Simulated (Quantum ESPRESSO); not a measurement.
## GaZnAlF6Cl2 (finding a planted mistake in a log)

Simulated, not a measurement. The program is pw.x of Quantum ESPRESSO 7.5 (plane-wave density functional theory). The cell is made up: 11 atoms on a rutile lattice with one site empty, with randomly drawn elements, strain and displacements, not relaxed. PseudoDojo standard norm-conserving files (v0.5 for PBE, v0.4.1 for LDA and PBEsol) set the functional; there is no spin polarisation, spin-orbit coupling or dispersion term, and the masses in the input are unused placeholders.

Intended input:

```
&control calculation='scf', pseudo_dir='./dojo.nc.sr.pbe.v0_5.standard.upf', outdir='./o', disk_io='low', tprnfor=.true., tstress=.true. /
&system ibrav=0, nat=11, ntyp=5, nbnd=52, ecutwfc=84.00895049, nosym=.true., tot_charge=0,
 occupations='smearing', smearing='fd', degauss=0.0018374661
/
&electrons conv_thr=7.350e-09, electron_maxstep=60, /
ATOMIC_SPECIES
Al 1.0 Al.upf
Cl 1.0 Cl.upf
F 1.0 F.upf
Ga 1.0 Ga.upf
Zn 1.0 Zn.upf
CELL_PARAMETERS angstrom
4.7217 -0.0435 0.057
-0.0435 4.7993 -0.0524
0.0755 -0.0694 6.2166
ATOMIC_POSITIONS angstrom
Ga 0.0641 -0.0168 0.0267
Zn 2.3625 2.3576 1.5989
Al 2.3941 2.3401 4.682
F 1.4307 1.4733 0.0163
F 3.2836 3.3244 -0.0118
F 3.8008 0.8558 1.576
F 0.9064 3.8298 1.5054
F 1.4672 1.4197 3.1339
Cl 3.2517 3.2806 3.1243
F 3.8579 0.8384 4.7148
Cl 0.9534 3.8453 4.6158
K_POINTS automatic
5 5 4 1 1 1
```

The log is shortened where brackets say so; the opening notice, blank lines, dates and the lines on written files are dropped, and the path of the files is cut. It prints rydbergs, bohrs and kilobars, and counts compression as positive stress. Where no state is partly filled, the Fermi energy that it prints is only some level between the filled and the empty states on the mesh, and need not lie in the true gap.

Log of the intended run:

```
     Program PWSCF v.7.5
     Parallel version (MPI & OpenMP), running on       4 processor cores
     Number of MPI processes:                 4
     Threads/MPI process:                     1
     [start-up lines left out]
     bravais-lattice index     =            0
     lattice parameter (alat)  =       8.9237  a.u.
     unit-cell volume          =     950.3290 (a.u.)^3
     number of atoms/cell      =           11
     number of atomic types    =            5
     number of electrons       =        92.00
     number of Kohn-Sham states=           52
     kinetic-energy cutoff     =      84.0090  Ry
     charge density cutoff     =     336.0358  Ry
     scf convergence threshold =      7.3E-09
     mixing beta               =       0.7000
     number of iterations used =            8  plain     mixing
     Exchange-correlation= PBE
                           (   1   4   3   4   0   0   0)
     [axes and pseudopotential details left out]
   Cartesian axes
     site n.     atom                  positions (alat units)
         1        Ga     tau(   1) = (   0.0135741  -0.0035576   0.0056541  )
         2        Zn     tau(   2) = (   0.5002918   0.4992541   0.3385890  )
         3        Al     tau(   3) = (   0.5069835   0.4955483   0.9914777  )
         4        F      tau(   4) = (   0.3029703   0.3119915   0.0034517  )
         5        F      tau(   5) = (   0.6953473   0.7039873  -0.0024988  )
         6        F      tau(   6) = (   0.8048715   0.1812274   0.3337396  )
         7        F      tau(   7) = (   0.1919426   0.8110127   0.3187891  )
         8        F      tau(   8) = (   0.3106997   0.3006409   0.6636463  )
         9        Cl     tau(   9) = (   0.6885921   0.6947120   0.6616134  )
        10        F      tau(  10) = (   0.8169632   0.1775427   0.9984235  )
        11        Cl     tau(  11) = (   0.2018955   0.8142950   0.9774589  )
     number of k points=    50  Fermi-Dirac smearing, width (Ry)=  0.0018
                       cart. coord. in units 2pi/alat
        k(    1) = (   0.0997907   0.1003346   0.0948605), wk =   0.0400000
        k(    2) = (   0.0975165   0.1023880   0.2848156), wk =   0.0400000
     [further k points left out]
     Dense  grid:    98865 G-vectors     FFT dimensions: (  54,  54,  72)
     Estimated max dynamical RAM per process >     283.74 MB
     Estimated total dynamical RAM >       1.04 GB
     Initial potential from superposition of free atoms
     starting charge      91.9947, renormalised to      92.0000
     Starting wfcs are   55 randomized atomic wfcs
     total cpu time spent up to now is        3.9 secs
     per-process dynamical memory:   226.0 Mb
     Self-consistent Calculation
     iteration #  1     ecut=    84.01 Ry     beta= 0.70
     Davidson diagonalization with overlap
     ethr =  1.00E-02,  avg # of iterations =  4.8
     total cpu time spent up to now is       13.0 secs
     total energy              =    -937.16357463 Ry
     estimated scf accuracy    <       1.19380599 Ry
     iteration #  2     ecut=    84.01 Ry     beta= 0.70
     Davidson diagonalization with overlap
     ethr =  1.30E-03,  avg # of iterations =  2.2
     total cpu time spent up to now is       21.4 secs
     total energy              =    -937.43913532 Ry
     estimated scf accuracy    <       1.21325811 Ry
     [iterations 3 to 9 left out]
     iteration # 10     ecut=    84.01 Ry     beta= 0.70
     Davidson diagonalization with overlap
     ethr =  1.08E-10,  avg # of iterations =  2.6
     total cpu time spent up to now is       87.7 secs
     total energy              =    -937.69931855 Ry
     estimated scf accuracy    <       0.00000001 Ry
     iteration # 11     ecut=    84.01 Ry     beta= 0.70
     Davidson diagonalization with overlap
     ethr =  1.20E-11,  avg # of iterations =  3.3
     total cpu time spent up to now is       96.1 secs
     End of self-consistent calculation
     [lines on levels left out]
     the Fermi energy is     6.4043 ev
!    total energy              =    -937.69931855 Ry
     estimated scf accuracy    <          2.1E-09 Ry
     smearing contrib. (-TS)   =       0.00000000 Ry
     internal energy E=F+TS    =    -937.69931855 Ry
     The total energy is F=E-TS. E is the sum of the following terms:
     one-electron contribution =    -630.38082504 Ry
     hartree contribution      =     367.29311853 Ry
     xc contribution           =    -174.02577409 Ry
     ewald contribution        =    -500.58583795 Ry
     convergence has been achieved in  11 iterations
     Forces acting on atoms (cartesian axes, Ry/au):
     atom    1 type  4   force =    -0.09538395    0.07799862    0.19659166
     atom    2 type  5   force =    -0.06745525   -0.07251149   -0.06705853
     atom    3 type  1   force =     0.02735009   -0.18392010    0.05069652
     atom    4 type  3   force =     0.01664824    0.01732687   -0.04338984
     atom    5 type  3   force =    -0.02299078   -0.02304217   -0.03941837
     atom    6 type  3   force =     0.02436907   -0.02178150   -0.08180278
     atom    7 type  3   force =    -0.01757307    0.01822030   -0.06262882
     atom    8 type  3   force =     0.00474791    0.00170485    0.07148946
     atom    9 type  2   force =     0.16543375    0.14426922    0.02252821
     atom   10 type  3   force =    -0.04812509    0.05129039    0.06162924
     atom   11 type  2   force =     0.01297908   -0.00955497   -0.10863675
     Total force =     0.444194     Total SCF correction =     0.000116
     Computing stress (Cartesian axis) and pressure
          total   stress  (Ry/bohr**3)                   (kbar)     P=      116.29
   0.00088942   0.00022665  -0.00035100          130.84       33.34      -51.63
   0.00022665   0.00070644   0.00026725           33.34      103.92       39.31
  -0.00035100   0.00026725   0.00077576          -51.63       39.31      114.12
     init_run     :      3.62s CPU      3.77s WALL (       1 calls)
     electrons    :     91.67s CPU     92.21s WALL (       1 calls)
     forces       :      1.53s CPU      1.55s WALL (       1 calls)
     stress       :      5.02s CPU      5.02s WALL (       1 calls)
     [timing details left out]
     PWSCF        :   1m42.00s CPU   1m42.79s WALL
     JOB DONE.
```

A second run was made from an input with one planted mistake. Its log:

```
     Program PWSCF v.7.5
     Parallel version (MPI & OpenMP), running on       4 processor cores
     Number of MPI processes:                 4
     Threads/MPI process:                     1
     [start-up lines left out]
     bravais-lattice index     =            0
     lattice parameter (alat)  =       8.9237  a.u.
     unit-cell volume          =     950.3290 (a.u.)^3
     number of atoms/cell      =           11
     number of atomic types    =            5
     number of electrons       =        92.00
     number of Kohn-Sham states=           52
     kinetic-energy cutoff     =      48.4356  Ry
     charge density cutoff     =     193.7424  Ry
     scf convergence threshold =      7.3E-09
     mixing beta               =       0.7000
     number of iterations used =            8  plain     mixing
     Exchange-correlation= PBE
                           (   1   4   3   4   0   0   0)
     [axes and pseudopotential details left out]
   Cartesian axes
     site n.     atom                  positions (alat units)
         1        Ga     tau(   1) = (   0.0135741  -0.0035576   0.0056541  )
         2        Zn     tau(   2) = (   0.5002918   0.4992541   0.3385890  )
         3        Al     tau(   3) = (   0.5069835   0.4955483   0.9914777  )
         4        F      tau(   4) = (   0.3029703   0.3119915   0.0034517  )
         5        F      tau(   5) = (   0.6953473   0.7039873  -0.0024988  )
         6        F      tau(   6) = (   0.8048715   0.1812274   0.3337396  )
         7        F      tau(   7) = (   0.1919426   0.8110127   0.3187891  )
         8        F      tau(   8) = (   0.3106997   0.3006409   0.6636463  )
         9        Cl     tau(   9) = (   0.6885921   0.6947120   0.6616134  )
        10        F      tau(  10) = (   0.8169632   0.1775427   0.9984235  )
        11        Cl     tau(  11) = (   0.2018955   0.8142950   0.9774589  )
     number of k points=    50  Fermi-Dirac smearing, width (Ry)=  0.0018
                       cart. coord. in units 2pi/alat
        k(    1) = (   0.0997907   0.1003346   0.0948605), wk =   0.0400000
        k(    2) = (   0.0975165   0.1023880   0.2848156), wk =   0.0400000
     [further k points left out]
     Dense  grid:    43243 G-vectors     FFT dimensions: (  40,  45,  54)
     Estimated max dynamical RAM per process >     127.28 MB
     Estimated total dynamical RAM >     477.47 MB
     Check: negative core charge=   -0.000123
     Initial potential from superposition of free atoms
     starting charge      91.9947, renormalised to      92.0000
     Starting wfcs are   55 randomized atomic wfcs
     total cpu time spent up to now is        1.9 secs
     per-process dynamical memory:   105.0 Mb
     Self-consistent Calculation
     iteration #  1     ecut=    48.44 Ry     beta= 0.70
     Davidson diagonalization with overlap
     ethr =  1.00E-02,  avg # of iterations =  4.8
     total cpu time spent up to now is        6.0 secs
     total energy              =    -935.14807047 Ry
     estimated scf accuracy    <       1.15866522 Ry
     iteration #  2     ecut=    48.44 Ry     beta= 0.70
     Davidson diagonalization with overlap
     ethr =  1.26E-03,  avg # of iterations =  2.2
     total cpu time spent up to now is        9.9 secs
     total energy              =    -935.41005471 Ry
     estimated scf accuracy    <       0.97299705 Ry
     [iterations 3 to 8 left out]
     iteration #  9     ecut=    48.44 Ry     beta= 0.70
     Davidson diagonalization with overlap
     ethr =  1.02E-09,  avg # of iterations =  2.0
     total cpu time spent up to now is       35.3 secs
     total energy              =    -935.63117141 Ry
     estimated scf accuracy    <       0.00000007 Ry
     iteration # 10     ecut=    48.44 Ry     beta= 0.70
     Davidson diagonalization with overlap
     ethr =  7.43E-11,  avg # of iterations =  2.8
     total cpu time spent up to now is       38.9 secs
     End of self-consistent calculation
     [lines on levels left out]
     the Fermi energy is     6.2170 ev
!    total energy              =    -935.63117143 Ry
     estimated scf accuracy    <          5.4E-09 Ry
     smearing contrib. (-TS)   =       0.00000000 Ry
     internal energy E=F+TS    =    -935.63117143 Ry
     The total energy is F=E-TS. E is the sum of the following terms:
     one-electron contribution =    -624.72991795 Ry
     hartree contribution      =     362.88417271 Ry
     xc contribution           =    -173.19958823 Ry
     ewald contribution        =    -500.58583796 Ry
     convergence has been achieved in  10 iterations
     Forces acting on atoms (cartesian axes, Ry/au):
     atom    1 type  4   force =    -0.09230370    0.07618145    0.20543638
     atom    2 type  5   force =    -0.06758110   -0.07331005   -0.05838455
     atom    3 type  1   force =     0.02695956   -0.18438589    0.05201195
     atom    4 type  3   force =     0.01357674    0.01543854   -0.04498956
     atom    5 type  3   force =    -0.01953696   -0.01734773   -0.04459688
     atom    6 type  3   force =     0.03043890   -0.02922862   -0.08278207
     atom    7 type  3   force =    -0.02363200    0.02314103   -0.06590682
     atom    8 type  3   force =     0.00530168    0.00206213    0.07091584
     atom    9 type  2   force =     0.16410655    0.14344120    0.02055264
     atom   10 type  3   force =    -0.05009099    0.05347203    0.05695417
     atom   11 type  2   force =     0.01276132   -0.00946410   -0.10921111
     Total force =     0.447526     Total SCF correction =     0.000257
     Computing stress (Cartesian axis) and pressure
          total   stress  (Ry/bohr**3)                   (kbar)     P=    -1686.34
  -0.01140180   0.00023201  -0.00033415        -1677.26       34.13      -49.16
   0.00023201  -0.01154565   0.00027882           34.13    -1698.42       41.02
  -0.00033415   0.00027882  -0.01144311          -49.16       41.02    -1683.34
     init_run     :      1.75s CPU      1.82s WALL (       1 calls)
     electrons    :     36.68s CPU     36.99s WALL (       1 calls)
     forces       :      0.69s CPU      0.70s WALL (       1 calls)
     stress       :      2.14s CPU      2.14s WALL (       1 calls)
     [timing details left out]
     PWSCF        :     41.39s CPU     41.83s WALL
     JOB DONE.
```

Question: what was wrong in the second input?

Answer: the plane-wave cutoff is too low. The input lines that differ, file-writing options aside:

```
- &system ibrav=0, nat=11, ntyp=5, nbnd=52, ecutwfc=84.00895049, nosym=.true., tot_charge=0,
+ &system ibrav=0, nat=11, ntyp=5, nbnd=52, ecutwfc=48.43560663, nosym=.true., tot_charge=0,
```

|  | intended run | run with the mistake |
| --- | --- | --- |
| free energy (eV) | -12758.049 | -12729.911 |
| smearing term -TS (eV) | 0.0000 | 0.0000 |
| pressure (GPa) | 11.63 | -168.63 |
| largest force component (eV/Å) | 5.055 | 5.282 |
| largest change of a force component (eV/Å) |  | 0.227 |
| iterations | 11 | 10 |

For scale, a rerun of the intended cell at 1437 eV and a 7 x 7 x 6 mesh moved values by no more than 0.004 eV in energy, 0.02 GPa in stress and 0.002 eV/Å in force.